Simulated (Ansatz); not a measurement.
An Ansatz (a quantum-chemistry and plane-wave program) run. Input:

Ansatz 0.2 input:
```yaml
crystal:
  lattice:
    - [1.3569005941, 0.7834069232, 4.2669084305]
    - [-1.3569005941, 0.7834069232, 4.2669084305]
    - [0.0, -1.5668138465, 4.2669084305]
  atoms:
    - { symbol: Cu, position: [0.0, 0.0, 0.0] }
    - { symbol: Pt, position: [0.5, 0.5, 0.5] }
kpoints:
  mp_grid: { grid: [17, 17, 17] }
hamiltonian:
  xc: r2scan
  pseudopotentials: { kind: paw }
scf:
  occupations: { method: fermi_dirac, width: 0.1 }
phonons:
  method: dfpt
  response_accuracy: low
  eigenvectors: true
  rigid_motions: translations
```

Output (shortened):

```
Pseudopotential: Cu, paw, valence charge 19
Pseudopotential: Pt, paw, valence charge 18
Functional definition: r2SCAN
Crystal: 2 atoms, lattice volume = 27.214 Å³
Basis set: ecut = 500 eV, 675 PW (Γ), exchange–correlation on 180×180×180 points (125 copies of the dense FFT grid, shifted against one another)
Bands: 23, of which v1, the nominal top of the filled ones, is band 19 counted from 1 (18 counted from 0)
Symmetry: 12 space group operations
k-points: 1305 of 4913 (irreducible under 2 space group operations, time reversal used)
SCF iter   1: F=—  HF=-19168.437630 eV  |F-HF|=—  |Δ(HF+E_count)|=         —  Δρ=3.64e-2  dr2=2.09e-1  dr2_τ=1.32e-2  ethr=1.77e-3  ⟨swp⟩=5.1  Hψ=116575  notcnv=0
preconditioner: auto → Kerker (q_TF=auto, 2.872 Å⁻¹)
SCF iter   2: F=—  HF=-19168.433059 eV  |F-HF|=—  |Δ(HF+E_count)|=   4.57e-3  Δρ=1.90e-2  dr2=6.51e-2  dr2_τ=2.87e-3  ethr=5.65e-4  ⟨swp⟩=2.0  Hψ=55934  notcnv=0  defer=103
SCF iter   3: F=—  HF=-19168.415259 eV  |F-HF|=—  |Δ(HF+E_count)|=   1.78e-2  Δρ=1.11e-2  dr2=2.24e-2  dr2_τ=6.91e-4  ethr=1.76e-4  ⟨swp⟩=2.1  Hψ=47398  notcnv=0  defer=103
SCF iter   4: F=—  HF=-19168.411848 eV  |F-HF|=—  |Δ(HF+E_count)|=   3.41e-3  Δρ=2.93e-3  dr2=1.85e-3  dr2_τ=5.47e-5  ethr=6.07e-5  ⟨swp⟩=1.0  Hψ=40460  notcnv=0  defer=100
SCF iter   5: F=—  HF=-19168.411776 eV  |F-HF|=—  |Δ(HF+E_count)|=   7.22e-5  Δρ=1.30e-3  dr2=2.49e-4  dr2_τ=6.82e-6  ethr=4.99e-6  ⟨swp⟩=2.2  Hψ=39383  notcnv=0  defer=100
SCF iter   6: F=—  HF=-19168.411984 eV  |F-HF|=—  |Δ(HF+E_count)|=   2.08e-4  Δρ=3.11e-4  dr2=1.99e-5  dr2_τ=1.40e-6  ethr=6.73e-7  ⟨swp⟩=2.0  Hψ=43065  notcnv=0  defer=100
SCF iter   7: F=—  HF=-19168.411999 eV  |F-HF|=—  |Δ(HF+E_count)|=   1.47e-5  Δρ=1.15e-4  dr2=3.14e-6  dr2_τ=6.33e-8  ethr=5.39e-8  ⟨swp⟩=2.0  Hψ=45504  notcnv=0  defer=100
SCF iter   8: F=—  HF=-19168.412001 eV  |F-HF|=—  |Δ(HF+E_count)|=   1.92e-6  Δρ=2.24e-5  dr2=1.08e-7  dr2_τ=4.15e-9  ethr=8.47e-9  ⟨swp⟩=2.0  Hψ=44322  notcnv=0  defer=100
SCF iter  12: F=-19168.412001 eV  HF=-19168.412001 eV  |F-HF|=7.28e-12  |Δ(HF+E_count)|=  1.09e-11  Δρ=7.26e-8  dr2=7.80e-13  dr2_τ=6.41e-14  ethr=1.00e-12  ⟨swp⟩=5.4  Hψ=127773  notcnv=0
SCF 1 converged in 12 iterations: F = -19168.412001 eV  dr2 = 7.80e-13
DFPT response loops at Γ: preconditioner auto → Kerker (q_TF=auto, 2.872 Å⁻¹) (partly filled bands, converged f_vac=0.000) …
SCF converged after 12 iterations
Free energy (F): -19168.412001 eV
Harris-Foulkes:  -19168.412001 eV  (|F-HF|=7.28e-12)
Internal energy: -19168.387853 eV  (E = F + TS)
E sigma→0 (E₀):  -19168.399927 eV
Entropy (-TS):   -0.024148 eV (-12.074 meV/atom)
Fermi energy:    19.838973 eV
--- Per-component energies (eV) ---
  E_band       = -521.286330
  E_kinetic    = 938.600109
  E_local      = -5664.833015  (includes V_loc(G=0)·N_el)
  E_nonlocal   = 601.545964
  E_hartree    = 2415.771280
  E_xc         = -333.968418
  E_vxc        = -462.096807  (∫ρ·V_xc dr)
  E_paw        = -11162.045982  (= ΣΔE_a)
  E_vpaw       = -796.472265  (= ΣTr[D̂ρ^β])
  E_aug_tail   = 0.000305  (compensation charges beyond the density's cutoff)
  E_vtau       = 30.426807  (kinetic-family band-sum trace: ∫τ·v_τ [+ j·A + Jᵃ·Aᵃ] dr)
  E_ewald      = -5962.925493
  E_core_change = -0.532602  (= ΣΔE_core)
  E_smearing   = -0.024148  (= −TS)
  E_closure    = 0.000000  (closes the sum)
  Σ components = -19168.412001   (vs F -19168.412001, Δ=0.00e0)
  [band-id]    e_kinetic+e_local+e_nonlocal+2·e_hartree+e_vxc+e_vpaw+e_augmentation_tail+e_vtau = -521.286342   (vs E_band -521.286330, Δ=-1.17e-5)
--- Band table (eV; the first three rows and the last of 1305) ---
  k-point 0: bands = ["-96.0951", "-80.6456", "-51.9529", "-51.9019", "-51.9019", "-34.1381", "-34.0945", "-34.0945", "9.8404", "13.3573", "15.9836", "15.9836", "16.9560", "16.9560", "17.1207", "17.9864", "17.9864", "19.3887", "19.3887", "19.7572", "25.8969", …
  k-point 1: bands = ["-96.0949", "-80.6444", "-51.9527", "-51.9033", "-51.9023", "-34.1359", "-34.1116", "-34.0987", "9.9741", "13.4497", "15.9109", "16.0772", "16.8929", "16.9795", "17.1432", "17.9492", "17.9988", "18.6123", "19.3521", "20.6406", "25.9310", …
  k-point 2: bands = ["-96.0946", "-80.6410", "-51.9522", "-51.9072", "-51.9033", "-34.1602", "-34.1297", "-34.1105", "10.3641", "13.7126", "15.7204", "16.3445", "16.6757", "17.0494", "17.2061", "17.7983", "17.9242", "18.0424", "19.2474", "21.7149", …
  k-point 1304: bands = ["-96.0949", "-80.6444", "-51.9523", "-51.9033", "-51.9023", "-34.1386", "-34.1116", "-34.0988", "11.2824", "13.3909", "15.7739", "16.0980", "16.3246", "16.9607", "17.3355", "17.3711", "17.8306", "17.8736", "18.6783", "18.7909", …
--- Phonons (Γ-DFPT): 4 representative perturbations + reference, on 1305 of 4913 k-points (Σ response iterations 27) ---
  ASR residual: 1.502e-3 → 0.000e0 eV/Å²; symmetrization residual: 4.560e-4 eV/Å²
  ASR residual per site (eV/Å²): 8.88e-4 1.50e-3
  Γ frequencies (cm⁻¹): 0.00 0.00 0.00 111.21 111.21 237.53
  non-analytic LO–TO correction: not included (Born effective charges unavailable; polar crystals: no LO–TO splitting at Γ)
```

Cost: around 25 core-minutes (rough) on shared cores.

Space group R-3m. The workflow started from a Materials Project entry (that database holds measured and hypothetical structures alike); the Crystallography Open Database copy checked does not list it. With Cu and Pt taken as one species the cell has the higher symmetry Fm-3m, so it may be an ordered model of a mixed-site phase. Its standing as an ambient phase is unchecked. The r²SCAN relaxation kept the symmetry of its start; of distortions, only those at the zone centre were tested. No spin polarisation was allowed. As this level gives no gap, phonon frequencies hold no LO–TO term and depend on the k-mesh and smearing (Fermi–Dirac, 0.1 eV here). Spin–orbit coupling is left out wherever it is not named.

Potentials: the later of the program's two PAW sets.

Ansatz is a plane-wave DFT program.
